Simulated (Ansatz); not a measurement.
A plane-wave DFT run in Ansatz 0.2.0 (scalar-relativistic PAW potentials unless the input names others): input and command.

```yaml
crystal:
  lattice:
    - [8.0853868808, 0.0, 0.0]
    - [-4.0426934404, 7.0021504382, 0.0]
    - [0.0, 0.0, 3.414062038]
  atoms:
    - { symbol: Ru, position: [0.3333333333, 0.6666666667, 0.25] }
    - { symbol: Ru, position: [0.6666666667, 0.3333333333, 0.75] }
    - { symbol: Se, position: [0.7935767337, 0.5871534673, 0.25] }
    - { symbol: Se, position: [0.2064232663, 0.7935767337, 0.75] }
    - { symbol: Se, position: [0.4128465327, 0.2064232663, 0.25] }
    - { symbol: Se, position: [0.2064232663, 0.4128465327, 0.75] }
    - { symbol: Se, position: [0.7935767337, 0.2064232663, 0.25] }
    - { symbol: Se, position: [0.5871534673, 0.7935767337, 0.75] }
basis:
  ecutwfc: 420
kpoints:
  mp_grid: { grid: [1, 1, 1] }
hamiltonian:
  xc: pbe
scf:
  occupations: { method: gaussian, width: 0.1 }
  max_iter: 100
output:
  forces: true
  eigenvalues: true
  stress: true
```

```bash
ansatz run input.yaml --threads 1 --pin off --max-ram 2560MiB --backend cpu --events-out ev --progress --plain --runs-dir out
```

Abridged log:
```
Basis set: ecut = 420 eV, 3785 PW (Γ), exchange–correlation on 120×120×48 points (8 copies of the dense FFT grid, shifted against one another)
Bands: 77, of which v1, the nominal top of the filled ones, is band 64 counted from 1 (63 counted from 0)
Symmetry: 24 space group operations
k-points: 1
SCF iter   1: F=—  HF=-44567.141734 eV  |F-HF|=—  |Δ(HF+E_count)|=         —  Δρ=2.56e-2  dr2=1.64e0  ethr=1.77e-3  ⟨swp⟩=6.0  Hψ=273  notcnv=0  defer=1
SCF iter   2: F=—  HF=-44566.797621 eV  |F-HF|=—  |Δ(HF+E_count)|=   3.44e-1  Δρ=1.70e-2  dr2=4.21e-1  ethr=1.28e-3  ⟨swp⟩=2.0  Hψ=123  notcnv=0  defer=5
SCF iter   3: F=—  HF=-44566.790390 eV  |F-HF|=—  |Δ(HF+E_count)|=   7.23e-3  Δρ=8.60e-3  dr2=3.32e-1  ethr=3.29e-4  ⟨swp⟩=2.0  Hψ=143  notcnv=0  defer=5
SCF iter   4: F=—  HF=-44566.791153 eV  |F-HF|=—  |Δ(HF+E_count)|=   7.64e-4  Δρ=6.19e-3  dr2=1.88e-1  ethr=2.59e-4  ⟨swp⟩=1.0  Hψ=89  notcnv=0  defer=5
SCF iter   5: F=—  HF=-44566.786548 eV  |F-HF|=—  |Δ(HF+E_count)|=   4.61e-3  Δρ=4.69e-3  dr2=9.55e-2  ethr=1.47e-4  ⟨swp⟩=1.0  Hψ=72  notcnv=0  defer=5
SCF iter   6: F=—  HF=-44566.777569 eV  |F-HF|=—  |Δ(HF+E_count)|=   8.98e-3  Δρ=2.50e-3  dr2=2.45e-2  ethr=7.46e-5  ⟨swp⟩=1.0  Hψ=72  notcnv=0  defer=5
SCF iter   7: F=—  HF=-44566.776058 eV  |F-HF|=—  |Δ(HF+E_count)|=   1.51e-3  Δρ=7.89e-4  dr2=2.01e-3  ethr=1.91e-5  ⟨swp⟩=2.0  Hψ=80  notcnv=0  defer=5
SCF iter   8: F=—  HF=-44566.777001 eV  |F-HF|=—  |Δ(HF+E_count)|=   9.42e-4  Δρ=1.27e-4  dr2=3.43e-5  ethr=1.57e-6  ⟨swp⟩=2.0  Hψ=99  notcnv=0  defer=5
SCF iter   9: F=—  HF=-44566.776931 eV  |F-HF|=—  |Δ(HF+E_count)|=   6.92e-5  Δρ=4.35e-5  dr2=3.52e-6  ethr=2.68e-8  ⟨swp⟩=2.0  Hψ=135  notcnv=0  defer=5
SCF iter  10: F=—  HF=-44566.776939 eV  |F-HF|=—  |Δ(HF+E_count)|=   7.92e-6  Δρ=1.50e-5  dr2=2.87e-7  ethr=2.75e-9  ⟨swp⟩=3.0  Hψ=137  notcnv=0  defer=5
SCF iter  11: F=-44566.776940 eV  HF=-44566.776940 eV  |F-HF|=3.96e-8  |Δ(HF+E_count)|=   6.04e-7  Δρ=3.31e-6  dr2=2.05e-8  ethr=7.81e-11  ⟨swp⟩=10.0  Hψ=342  notcnv=0
SCF 1 converged in 11 iterations: F = -44566.776940 eV  dr2 = 2.05e-8
SCF converged after 11 iterations
Free energy (F): -44566.776940 eV
Harris-Foulkes:  -44566.776940 eV  (|F-HF|=3.96e-8)
Internal energy: -44566.664102 eV  (E = F + TS)
E sigma→0 (E₀):  -44566.720521 eV
Entropy (-TS):   -0.112838 eV (-14.105 meV/atom)
Fermi energy:    9.383782 eV
--- Forces (eV/Å), atoms counted from 1 ---
  atom   1  Ru     0.00000000     0.00000000     0.00000000
  atom   2  Ru     0.00000000     0.00000000     0.00000000
  atom   3  Se     0.00000000    -0.93725374     0.00000000
  atom   4  Se     0.81168555    -0.46862687     0.00000000
  atom   5  Se     0.81168555     0.46862687     0.00000000
  atom   6  Se     0.00000000     0.93725374     0.00000000
  atom   7  Se    -0.81168555     0.46862687     0.00000000
  atom   8  Se    -0.81168555    -0.46862687     0.00000000
--- Stress (GPa, compression-positive) ---
        1.443397       0.000000       0.000000
        0.000000       1.443397       0.000000
        0.000000       0.000000       3.908831
  P = ⅓ Tr σ = 2.2652 GPa (22.652 kbar)
```

Q: What should be changed?

A: The fault is one k-point for a small cell (kpoints.mp_grid.grid: [6, 6, 12] → [1, 1, 1], the first being the value of the sound run). Setting it back cures it. The run converged all the same, with an energy at zero smearing 569 meV/atom above the reference's, pressure 2.27 GPa, largest force 0.937 eV/Å, no gap on the mesh, so convergence alone doesn't show that an input is right. A reference run on usual settings, whose relaxation ended at this geometry, converged, and the end of its own relaxation has pressure 0.01 GPa, largest force 0.010 eV/Å, no gap on the mesh.

Time: 2.1 s on 1 thread of Arm Neoverse V1, with other jobs on the host, peak memory 0.35 GiB.